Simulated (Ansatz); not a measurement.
Zr$_{2}$SiN:
Space group P6₃/mmc (No. 194); a = 3.262 Å, b = 3.262 Å, c = 13.419 Å, α = 90.00°, β = 90.00°, γ = 120.00°

```csv
atom,site,symmetry,x,y,z
Zr,4f,3m.,0.3333,0.6667,0.0958
Si,2d,-6m2,0.6667,0.3333,0.2500
N,2a,-3m.,0.0000,0.0000,0.0000
```

Relaxed at zero pressure with the program Ansatz at the r²SCAN level (PAW).

The volume is raised by 3 % and shape and atoms relax at that volume. What pressure results, and how do the axes share the change?

-4.7 GPa; a 1.2 %, b 1.2 %, c 0.6 %; the energy rises by 7 meV/atom.

Give the new structure.


Space group P6₃/mmc (No. 194); a = b = 3.301 Å, c = 13.497 Å, α = β = 90.00°, γ = 120.00°

```csv
atom,site,symmetry,x,y,z
Zr,4f,3m.,0.3333,0.6667,0.0952
Si,2d,-6m2,0.6667,0.3333,0.2500
N,2a,-3m.,0.0000,0.0000,0.0000
```

The phase is kept; no other phase was compared at this pressure.

Space group P6_3/mmc. The start of the workflow was typed in or built on a structure type; neither database checked (COD, Materials Project) lists it. Whether it is the stable phase at ambient conditions was not checked. The r²SCAN relaxation kept the symmetry of its start; whether a distortion lowers the energy is not shown. No spin polarisation was allowed.

Potentials: the earlier of the program's two PAW sets.
